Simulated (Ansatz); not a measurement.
Mo2N:
```
Mo2N
1.0
    1.43973     0.83123     4.99524
   -1.43973     0.83123     4.99524
    0.00000    -1.66246     4.99524
Mo N
2 1
Direct
  0.24286   0.24286   0.24286
  0.75714   0.75714   0.75714
  0.00000   0.00000   0.00000
```

Relaxed with r²SCAN.

Task: Map the electron localisation function on the plane through (0.243, 0.243, 0.243) spanned by u = [1, 0, 0] and v = [-1, 1, 1] in lattice vectors, from the program Ansatz at the r²SCAN level (PAW).

Result: x is the fraction of u, y of v (the angle between them is 52°; rows are the nearest grid lines); atoms in the plane: Mo at (0.00, 0.00), Mo at (0.03, 0.51), N at (0.51, 0.76).
```
|358962123332222345653368853|
|557874125665322234564347985|
|899985237999986322356643478|
|688875227999999742235654346|
|346764126997689974223555433|
|433222113898301699521123344|
|344432112599710389731123323|
|324554322369974489941135543|
|533356542237999889951257875|
|898534565322358999862268888|
|689853466432224678752258876|
|448974346543222345542148974|
|866886323555443322111014898|
|988887312355444443210001489|
|789987411245455554321000147|
|113565421234445566642100001|
|001123332334445566653210010|
|100012234444444555543210001|
|010001245665544444333321000|
|210000124666554442112567642|
|631000113456554443112578886|
|985200011345555554212579999|
|589841111222333455532378755|
|358962123332222345653368853|
```
Scale: ten equal steps from 0.036 (start of '0') to 0.800 (end of '9'), in the order '0123456789'; x runs from 0.000 to 1.00, y from 0.000 (bottom) to 1.00 (top).

The density is the valence pseudo-density with augmentation charge, so density and ELF within about 1 Å of a nucleus are not all-electron values.

Space group R-3m. The workflow started from a Materials Project entry (that database holds measured and hypothetical structures alike); the Crystallography Open Database copy checked does not list it. COD files the formula under space group No. 141. Its standing as an ambient phase is unchecked. The r²SCAN relaxation kept the symmetry of its start; whether a distortion lowers the energy is not shown. The run is not spin-polarised.

Potentials: the earlier of the program's two PAW sets. The files were generated under PBE; for other functionals the program regenerates the frozen cores, and for LDA and PBEsol the local potential too.
